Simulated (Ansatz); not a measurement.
Be3CdS4, ordered on the zincblende lattice (I-42m) with 8 atoms a cell at its r2SCAN geometry, run in the PAW code Ansatz at 2 levels of theory. All values are calculated for a non-magnetic cell, which may be hypothetical.

The r2SCAN input:
```yaml
crystal:
  lattice:
    - [-2.5762644584, 2.5762644584, 5.0450975486]
    - [2.5762644584, -2.5762644584, 5.0450975486]
    - [2.5762644584, 2.5762644584, -5.0450975486]
  atoms:
    - { symbol: Be, position: [0.75, 0.25, 0.5] }
    - { symbol: S, position: [0.1428694857, 0.5819409944, 0.0] }
    - { symbol: Be, position: [0.5, 0.5, 0.0] }
    - { symbol: S, position: [0.8571305143, 0.8571305143, 0.4390715087] }
    - { symbol: Be, position: [0.25, 0.75, 0.5] }
    - { symbol: S, position: [0.5819409944, 0.1428694857, 0.0] }
    - { symbol: Cd, position: [0.0, 0.0, 0.0] }
    - { symbol: S, position: [0.4180590056, 0.4180590056, 0.5609284913] }
kpoints:
  mp_grid: { grid: [8, 8, 8] }
  band_path:
    path:
      - [0.0, 0.0, 0.0]
      - [0.0, 0.0, 0.5]
      - [0.25, 0.25, 0.25]
      - [0.0, 0.5, 0.0]
      - [0.5, 0.5, -0.5]
      - [0.3151901165, 0.6848098835, -0.3151901165]
      - [-0.3151901165, 0.3151901165, 0.3151901165]
      - [-0.130380233, 0.130380233, 0.5]
      - [0.5, 0.5, -0.130380233]
    npoints: 1
hamiltonian:
  xc: r2scan
scf:
  occupations: { method: fixed }
  n_extra_bands: 6
output:
  forces: true
  stress: true
  eigenvalues: true
```

Main results, then, where recorded, the levels near the gap in eV from the Fermi energy (columns number the bands from 0), one row a point of the path (Γ, X, P, N, M, S, S₀, R, G):
```
Crystal: 8 atoms, lattice volume = 133.940 Å³
Symmetry: 8 space group operations
Space group: I-42m (ITA 121)
```
```
Basis set: ecut = 500 eV, 3427 PW (Γ)
k-points: 59 of 512 (time reversal used)
SCF converged after 7 iterations
Free energy (F): -12179.846229 eV
Fermi energy:    5.911641 eV
--- Forces (eV/Å), atoms counted from 1 ---
  atom   1  Be      0.00000      0.00000      0.00000
  atom   2  S       0.00169    -0.00169      0.00354
  atom   3  Be      0.00000      0.00000      0.00000
  atom   4  S       0.00169      0.00169    -0.00354
  atom   5  Be      0.00000      0.00000      0.00000
  atom   6  S     -0.00169      0.00169      0.00354
  atom   7  Cd      0.00000      0.00000      0.00000
  atom   8  S     -0.00169    -0.00169    -0.00354
--- Stress (GPa, compression-positive) ---
        0.030435       0.000000       0.000000
        0.000000       0.030435       0.000000
        0.000000       0.000000       0.015099
  P = ⅓ Tr σ = 0.0253 GPa (0.253 kbar)
```
```tsv
band_20	band_21	band_22	band_23	band_24	band_25	band_26	band_27
-2.391	-2.391	-0.357	0.000	0.000	3.610	4.087	4.894
-1.526	-1.214	-0.995	-0.477	-0.424	4.524	4.970	5.502
-1.797	-1.595	-1.525	-0.478	-0.478	4.628	5.406	5.406
-2.451	-2.064	-1.216	-0.953	-0.840	5.245	5.663	5.996
-2.247	-2.247	-1.653	-0.747	-0.747	3.807	3.807	4.067
-2.193	-2.153	-1.755	-0.832	-0.575	4.252	5.312	5.409
-2.193	-2.153	-1.755	-0.832	-0.575	4.252	5.312	5.409
-1.677	-1.643	-1.132	-0.574	-0.467	4.644	5.159	5.975
-1.677	-1.643	-1.132	-0.574	-0.467	4.644	5.159	5.975
```

The r2SCAN gap is direct at Γ: 3.61 eV.

Question: Another run on the same cell gave
```
Basis set: ecut = 420 eV, 2641 PW (Γ)
k-points: 13 of 64 (time reversal used)
hybrid outer 1: dexx = +2.097e-2 eV, tail = 3.66e-5 eV
hybrid outer 2: dexx = +8.424e-7 eV, tail = 3.50e-8 eV, Δε = 2.87e-3 eV, ΔF = 1.27e-3 eV/Å
hybrid SCF converged: 2 outer / 10 inner (+2 warm-up)
Free energy (F): -12155.178879 eV
Fermi energy:    5.117663 eV
--- Forces (eV/Å), atoms counted from 1 ---
  atom   1  Be      0.00000      0.00000      0.00000
  atom   2  S     -0.00532      0.00532    -0.00413
  atom   3  Be      0.00000      0.00000      0.00000
  atom   4  S     -0.00532    -0.00532      0.00413
  atom   5  Be      0.00000      0.00000      0.00000
  atom   6  S       0.00532    -0.00532    -0.00413
  atom   7  Cd      0.00000      0.00000      0.00000
  atom   8  S       0.00532      0.00532      0.00413
--- Stress (GPa, compression-positive) ---
       -0.596160       0.000000       0.000000
        0.000000      -0.596160       0.000000
        0.000000       0.000000      -0.530079
  P = ⅓ Tr σ = -0.5741 GPa (-5.741 kbar)
```
```tsv
band_20	band_21	band_22	band_23	band_24	band_25	band_26	band_27
-2.537	-2.537	-0.358	0.000	0.000	4.818	5.350	6.193
-1.598	-1.279	-1.071	-0.527	-0.480	5.883	6.226	6.817
-1.875	-1.733	-1.597	-0.535	-0.535	6.004	6.698	6.698
-2.593	-2.189	-1.301	-1.008	-0.909	6.567	6.958	7.310
-2.365	-2.365	-1.807	-0.818	-0.818	5.023	5.023	5.360
-2.321	-2.273	-1.872	-0.892	-0.624	5.492	6.715	6.727
-2.321	-2.273	-1.872	-0.892	-0.624	5.492	6.715	6.727
-1.760	-1.759	-1.195	-0.626	-0.521	5.990	6.438	7.322
-1.760	-1.759	-1.195	-0.626	-0.521	5.990	6.438	7.322
```
Which level of theory gave it?

Answer: It is PBE0, judged by the exchange loop and the size of the gap (a near hybrid could fit too), on 4×4×4; the blocks that differ from the first input, but for the band path:
```yaml
kpoints:
  mp_grid: { grid: [4, 4, 4] }
hamiltonian:
  xc: pbe0
```
The PBE0 gap is direct at Γ: 4.82 eV. At this geometry PBE0 finds -0.6 GPa, compression counted positive: its own equilibrium volume is smaller. The stress of a hybrid is loosely converged here.

The hybrids run on coarser meshes, which limits their stresses and small splittings of levels.

Totals of different functionals can't be compared.

The runs are scalar-relativistic, without spin-orbit coupling.
